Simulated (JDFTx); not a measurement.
An input for a modified build of JDFTx (Zr(0001), linear PCM (GLSSA13), water, 1 M NaCl; bohr, hartree) and the course of its log:

```
lattice \
  6.1212571767 3.0606285884 0.0000000000 \
  0.0000000000 5.3011642078 0.0000000000 \
  0.0000000000 0.0000000000 44.9754817661
coords-type Lattice
ion Zr 0.6666666668 0.6666666668 -0.1629901260 0
ion Zr 0.0000000002 0.0000000002 -0.0543300420 0
ion Zr 0.6666666668 0.6666666668 0.0543300420 0
ion Zr 0.0000000002 0.0000000002 0.1629901260 0
ion-species pseudo/zr_pbe_v1.upf
elec-cutoff 25 125
elec-ex-corr gga-PBE
coulomb-interaction Slab 001
coulomb-truncation-embed 0 0 0
kpoint-folding 8 8 1
elec-smearing Fermi 0.01
elec-n-bands 31
electronic-scf nIterations 100 energyDiffThreshold 1e-08
fluid LinearPCM
pcm-variant GLSSA13
fluid-solvent H2O
fluid-cation Na+ 1
fluid-anion Cl- 1
fluid-minimize nIterations 400 knormThreshold 1e-11
wavefunction read vac.wfns
elec-initial-eigenvals vac.eigenvals
dump-name f0.$VAR
dump End State Ecomponents EigStats BandEigs Forces ElecDensity IonicPositions Fillings Kpoints Dtot FluidDebug BoundCharge FluidDensity
```

```
[one cycle in 5 is shown, and the last three; fluid-solver lines are left out]
	FillingsUpdate:  mu: -0.137401831  nElectrons: 48.000000
SCF: Cycle:  0   F: -188.788242207009574   dF: -9.436e-05   |Residual|: 1.980e-03   |deigs|: 1.714e-05
	FillingsUpdate:  mu: -0.131919633  nElectrons: 48.000000
SCF: Cycle:  5   F: -188.788357454762661   dF: -1.348e-06   |Residual|: 1.474e-04   |deigs|: 8.897e-04
	FillingsUpdate:  mu: -0.131432270  nElectrons: 48.000000
SCF: Cycle: 10   F: -188.788358770553486   dF: -6.305e-08   |Residual|: 5.441e-05   |deigs|: 9.192e-06
	FillingsUpdate:  mu: -0.131409963  nElectrons: 48.000000
SCF: Cycle: 15   F: -188.788358843517159   dF: -6.000e-08   |Residual|: 3.961e-05   |deigs|: 1.437e-05
	FillingsUpdate:  mu: -0.131423088  nElectrons: 48.000000
SCF: Cycle: 20   F: -188.788358910698946   dF: +1.143e-08   |Residual|: 1.940e-05   |deigs|: 1.397e-05
	FillingsUpdate:  mu: -0.131389392  nElectrons: 48.000000
SCF: Cycle: 25   F: -188.788358835566044   dF: +7.031e-08   |Residual|: 3.282e-05   |deigs|: 3.645e-05
	FillingsUpdate:  mu: -0.131422423  nElectrons: 48.000000
SCF: Cycle: 30   F: -188.788358917656694   dF: -1.051e-07   |Residual|: 1.622e-05   |deigs|: 1.722e-05
	FillingsUpdate:  mu: -0.131406477  nElectrons: 48.000000
SCF: Cycle: 35   F: -188.788358814131584   dF: +1.042e-07   |Residual|: 3.855e-05   |deigs|: 1.830e-05
	FillingsUpdate:  mu: -0.131422485  nElectrons: 48.000000
SCF: Cycle: 40   F: -188.788358921166719   dF: -7.855e-08   |Residual|: 1.287e-05   |deigs|: 1.278e-05
	FillingsUpdate:  mu: -0.131385928  nElectrons: 48.000000
SCF: Cycle: 45   F: -188.788358731831750   dF: +1.734e-07   |Residual|: 4.892e-05   |deigs|: 4.153e-05
	FillingsUpdate:  mu: -0.131422207  nElectrons: 48.000000
SCF: Cycle: 50   F: -188.788358923466888   dF: -1.962e-07   |Residual|: 1.159e-05   |deigs|: 2.995e-05
	FillingsUpdate:  mu: -0.131411644  nElectrons: 48.000000
SCF: Cycle: 55   F: -188.788358800169533   dF: +1.198e-07   |Residual|: 4.273e-05   |deigs|: 1.453e-05
	FillingsUpdate:  mu: -0.131421754  nElectrons: 48.000000
SCF: Cycle: 60   F: -188.788358923918707   dF: -2.373e-07   |Residual|: 1.205e-05   |deigs|: 2.936e-05
	FillingsUpdate:  mu: -0.131407979  nElectrons: 48.000000
SCF: Cycle: 65   F: -188.788358775282660   dF: +1.412e-07   |Residual|: 4.573e-05   |deigs|: 2.058e-05
	FillingsUpdate:  mu: -0.131424780  nElectrons: 48.000000
SCF: Cycle: 70   F: -188.788358921268923   dF: -1.050e-07   |Residual|: 1.500e-05   |deigs|: 1.457e-05
	FillingsUpdate:  mu: -0.131413049  nElectrons: 48.000000
SCF: Cycle: 75   F: -188.788358868324707   dF: +5.537e-08   |Residual|: 2.852e-05   |deigs|: 1.147e-05
	FillingsUpdate:  mu: -0.131423811  nElectrons: 48.000000
SCF: Cycle: 80   F: -188.788358913371923   dF: -7.374e-08   |Residual|: 2.033e-05   |deigs|: 1.759e-05
	FillingsUpdate:  mu: -0.131400272  nElectrons: 48.000000
SCF: Cycle: 85   F: -188.788358716607405   dF: +1.971e-07   |Residual|: 5.316e-05   |deigs|: 2.852e-05
	FillingsUpdate:  mu: -0.131422785  nElectrons: 48.000000
SCF: Cycle: 90   F: -188.788358923392252   dF: -1.963e-07   |Residual|: 1.332e-05   |deigs|: 2.922e-05
	FillingsUpdate:  mu: -0.131397628  nElectrons: 48.000000
SCF: Cycle: 95   F: -188.788358860943305   dF: +5.985e-08   |Residual|: 2.800e-05   |deigs|: 3.780e-05
	FillingsUpdate:  mu: -0.131404105  nElectrons: 48.000000
SCF: Cycle: 97   F: -188.788358900647296   dF: -1.925e-08   |Residual|: 1.825e-05   |deigs|: 2.446e-05
	FillingsUpdate:  mu: -0.131426068  nElectrons: 48.000000
SCF: Cycle: 98   F: -188.788358918608822   dF: -1.796e-08   |Residual|: 1.542e-05   |deigs|: 2.417e-05
	FillingsUpdate:  mu: -0.131404688  nElectrons: 48.000000
SCF: Cycle: 99   F: -188.788358797444346   dF: +1.212e-07   |Residual|: 4.083e-05   |deigs|: 2.455e-05
SCF: None of the convergence criteria satisfied after 100 iterations.
IonicMinimize: Iter:   0  F: -188.788358797444346  |grad|_K:  0.000e+00
IonicMinimize: Converged (|grad|_K<1.000000e-04).
```

This run gave no converged result. The loop ran out of cycles short of its threshold. It has stalled and not diverged: the last ten energies span 1e-07 Ha, so the total is near its end, but levels, forces and charges aren't shown converged.
